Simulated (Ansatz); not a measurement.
Starting cell, SnTe (rock salt):

```
CELL_PARAMETERS angstrom
      0.00000     3.18559     3.18559
      3.18559     0.00000     3.18559
      3.18559     3.18559     0.00000
ATOMIC_POSITIONS crystal
  Te 0.00000 0.00000 0.00000
  Sn 0.50000 0.50000 0.50000
```

Scan: atom 2 (Sn, nearest neighbour Te at 3.186 Å; its periodic images, 4.5 Å or more away, move with it) is displaced along Cartesian [110], direction (0.707, 0.707, 0.000) in Cartesian axes, by s. The other atoms stay.

Level of theory: r2SCAN (plane waves to 500 eV, PAW, scalar-relativistic; Ansatz, a program for electronic structure). k mesh 10×10×10 (Γ-centred), Fermi-Dirac smearing 0.05 eV. Energies are smeared free energies. SnTe was relaxed with its symmetry unable to fall. Spin-orbit coupling is left out, though Te is heavy. The PAW data are Ansatz's earlier set. ΔE is measured from the undisplaced structure.

```csv
s (Å),ΔE (meV/cell)
-0.960,1186.6
-0.768,594.0
-0.576,withheld
-0.384,39.8
-0.192,-3.4
0.000,0.0
0.192,-3.4
0.384,39.8
0.576,withheld
0.768,594.0
0.960,1186.6
```

Question: Fit an even polynomial form (powers 2, 4, 6) to the given rows and predict ΔE at s = -0.576.

Answer: Least squares on the 9 given rows: ΔE = (-82.49)·s² + (2490)·s⁴ + (-1089)·s⁶, in meV/cell with s in Å; root-mean-square residual 1.85 meV/cell. At -0.576 the fit gives 206.9 meV/cell; the calculation gives 218.1 meV/cell, so the interpolation is off by -11.2 (-5.1 %). The quadratic term alone would give -27.4 meV/cell: it is negative, as the undisplaced cell is unstable along this move.

(For displaced atoms, the force is minus the slope of the energy, and its curvature is a force constant, which sets phonon frequencies.)
